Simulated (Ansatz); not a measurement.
## Elastic constants of TiCd at 2 GPa (stress–strain coefficients): input and output

All numbers below come from DFT LDA, scalar-relativistic, plane waves, PAW (Ansatz).

Launched with:
```bash
ansatz run input.yaml --threads 1 --pin off --max-ram 3072MiB --backend cpu --events-out ev --progress --plain --runs-dir out
```

Input (bare energies are in eV):
```yaml
crystal:
  lattice:
    - [2.8129202116, 0.0, 0.0]
    - [0.0, 2.8129202116, 0.0]
    - [0.0, 0.0, 8.6933514944]
  atoms:
    - { symbol: Ti, position: [0.0, 0.5, 0.6119478811] }
    - { symbol: Ti, position: [0.5, 0.0, 0.3880521189] }
    - { symbol: Cd, position: [0.0, 0.5, 0.1323899261] }
    - { symbol: Cd, position: [0.5, 0.0, 0.8676100739] }
basis:
  ecutwfc: 420
kpoints:
  mp_grid: { grid: [14, 14, 6] }
hamiltonian:
  xc: lda
scf:
  occupations: { method: fermi_dirac, width: 0.15 }
output:
  forces: true
  stress: true
  eigenvalues: true
elastic:
  mode: relaxed_ion
  amplitude: 0.005
  stencil: two_point
```

From the output:
```
--- Elastic constants: 4 strain directions × 2 members + reference (group order 16) ---
  dense FFT box of the reference and of every strained cell: 20×20×60
  strains applied: 11, 33, 23, 12; error gains: componentwise 1.00 (the most a stress slope's error grows in a printed constant), spectral 1.41 (1 for all six strains in a standard setting)
  reference relaxed by the batch: 3 steps; max|allowed force component| 3.32e-4 eV/Å at the deck's positions, 7.55e-6 at the last accepted step, 7.55e-6 by the solve of record
  largest displacement 3.6e-5 Å; the constants are those of the deck's cell at these positions:
  atoms:
    - { symbol: Ti, position: [-1.0698012427424573e-36, 0.49999999999999994, 0.6119442981385294] }
    - { symbol: Ti, position: [0.49999999999999994, -1.0029386650710537e-37, 0.3880557018614704] }
    - { symbol: Cd, position: [1.0698012427424573e-36, 0.49999999999999994, 0.13239404849186984] }
    - { symbol: Cd, position: [0.49999999999999994, 1.6715644417850896e-37, 0.86760595150813] }
  C = ∂σ_k/∂η_j (tension-positive GPa; Voigt order 11 22 33 23 13 12):
       210.314     50.095     90.847      0.000      0.000     -0.000
        50.095    210.314     90.847      0.000      0.000     -0.000
        90.848     90.848    157.573      0.000      0.000     -0.000
         0.000      0.000      0.000     60.391      0.000      0.000
         0.000      0.000      0.000      0.000     60.391      0.000
        -0.000      0.000     -0.000      0.000      0.000      2.358
  reference stress σ⁰ (GPa):     -1.994     -1.994     -2.011     -0.000     -0.000     -0.000
  C* (energy form; C + prestress term) asymmetry max|C*_kj − C*_jk| = 1.640e-2 GPa — a small one proves nothing (zero by symmetry where the batch's group is 432, −43m or m−3m); a large one is finite-difference/SCF noise where every solve ...
  moduli (Voigt/Reuss/Hill, GPa): K = 115.75/115.60/115.68   G = 47.72/10.04/28.88   E = 79.99   ν = 0.385
  mechanically stable: yes (min eigenvalue of sym C = 2.36 GPa)
  the stresses are not corrected for the forces that the relaxations left standing (`elastic.f_tol`)
  strain η (Voigt 11):  stress-route row diagonal C_11 = 210.31 GPa, energy-path curvature d²(F+E_count+ΔE)/dδ²/Ω₀ = 210.29 GPa
         δ    σ_11 (GPa) F (eV) n_scf n_hpsi n_pw
    -5.000e-3      -3.0685      -21136.8770196       6  110270   1368   relax 3 steps, max|allowed force component| 1.74e-5 eV/Å
     5.000e-3      -0.9654      -21136.8856125       6  110344   1374   relax 3 steps, max|allowed force component| 3.03e-7 eV/Å
  strain η (Voigt 33):  stress-route row diagonal C_33 = 157.57 GPa, energy-path curvature d²(F+E_count+ΔE)/dδ²/Ω₀ = 157.60 GPa
         δ    σ_33 (GPa) F (eV) n_scf n_hpsi n_pw
    -5.000e-3      -2.8068      -21136.8772754       6   62109   1362   relax 3 steps, max|allowed force component| 3.26e-5 eV/Å
     5.000e-3      -1.2311      -21136.8859161       6   62108   1376   relax 3 steps, max|allowed force component| 3.81e-6 eV/Å
  strain η (Voigt 23):  stress-route row diagonal C_44 = 60.39 GPa, energy-path curvature d²(F+E_count+ΔE)/dδ²/Ω₀ = 61.40 GPa
         δ    σ_23 (GPa) F (eV) n_scf n_hpsi n_pw
    -5.000e-3      -0.3020      -21136.8821142       6  151697   1372   relax 5 steps, max|allowed force component| 2.62e-6 eV/Å
     5.000e-3       0.3020      -21136.8821142       6  151673   1372   relax 4 steps, max|allowed force component| 4.42e-5 eV/Å
  strain η (Voigt 12):  stress-route row diagonal C_66 = 2.36 GPa, energy-path curvature d²(F+E_count+ΔE)/dδ²/Ω₀ = 3.36 GPa
         δ    σ_12 (GPa) F (eV) n_scf n_hpsi n_pw
    -5.000e-3      -0.0118      -21136.8824263       6   98295   1368   relax 2 steps, max|allowed force component| 8.34e-6 eV/Å
     5.000e-3       0.0118      -21136.8824263       6   98274   1368   relax 3 steps, max|allowed force component| 3.24e-5 eV/Å
```

The run took 5.4 min on 1 thread of AMD EPYC 9R45 96-Core Processor (Zen 5) (shared host), peak memory 1.1 GiB.

In a metal, frequencies and elastic constants depend on the k mesh and the smearing, soft modes and shear constants most.

The least eigenvalue is 2.4 GPa; in a metal on this mesh the verdict on stability isn't firm within about 20 GPa or a tenth of the bulk modulus.